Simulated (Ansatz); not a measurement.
Total density of states per atom from DFT-PBE in the program Ansatz with PAW potentials, in 0.25 eV bins, energy from the valence-band maximum:

| E (eV) | states/eV/atom |
|---|---|
| -7.35 | 0.00 |
| -7.10 | 1.44 |
| -6.85 | 1.27 |
| -6.60 | 0.65 |
| -6.35 | 0.57 |
| -6.10 | 0.56 |
| -5.85 | 0.51 |
| -5.60 | 1.61 |
| -5.35 | 1.01 |
| -5.10 | 0.30 |
| -4.85 | 0.09 |
| -4.60 | 0.00 |
| -4.35 | 0.04 |
| -4.10 | 0.10 |
| -3.85 | 0.16 |
| -3.60 | 0.24 |
| -3.35 | 0.40 |
| -3.10 | 0.76 |
| -2.85 | 1.62 |
| -2.60 | 1.23 |
| -2.35 | 2.98 |
| -2.10 | 4.32 |
| -1.85 | 4.64 |
| -1.60 | 4.31 |
| -1.35 | 1.57 |
| -1.10 | 1.28 |
| -0.85 | 0.47 |
| -0.60 | 1.54 |
| -0.35 | 0.83 |
| -0.10 | 0.19 |
| 0.15 | 0.00 |
| 0.40 | 0.00 |
| 0.65 | 0.03 |
| 0.90 | 0.06 |
| 1.15 | 0.08 |
| 1.40 | 0.12 |
| 1.65 | 0.22 |
| 1.90 | 0.54 |
| 2.15 | 0.44 |
| 2.40 | 0.40 |
| 2.65 | 0.59 |
| 2.90 | 0.50 |
| 3.15 | 0.35 |
| 3.40 | 0.38 |
| 3.65 | 0.32 |
| 3.90 | 0.26 |
| 4.15 | 0.29 |
| 4.40 | 0.20 |
| 4.65 | 0.20 |
| 4.90 | 0.33 |
| 5.15 | 0.27 |

Q: Which of these materials gives this?
A) FeBiO3, Amm2 (Bi on 2b, Fe on 2a, O on 2b, O on 4d)
B) MgIn2O4, I-4 (In on 2b, In on 2d, Mg on 2a, O on 8g)
C) Cu2O, Pn-3m (Cu on 4c, O on 2a)
D) Hf6O, P-31m (Hf on 6k, O on 1a)

A: C, Cu2O, Pn-3m (Cu on 4c, O on 2a). Top 1 eV of the valence band: Cu 3d 69 %, O 2p 17 %, Cu 4s 12 %. Bottom 1 eV of the conduction band: Cu 3d 42 %, Cu 4s 25 %, O 2s 18 %, O 2p 12 %. Projections are on Löwdin-orthogonalised atomic valence shells; empty p or d shells of many metals are not among them.

The PBE relaxation kept the symmetry of its start. The workflow began spin-polarised and lost its moments. No Hubbard U is applied.

Potentials: the earlier of the program's two PAW sets.
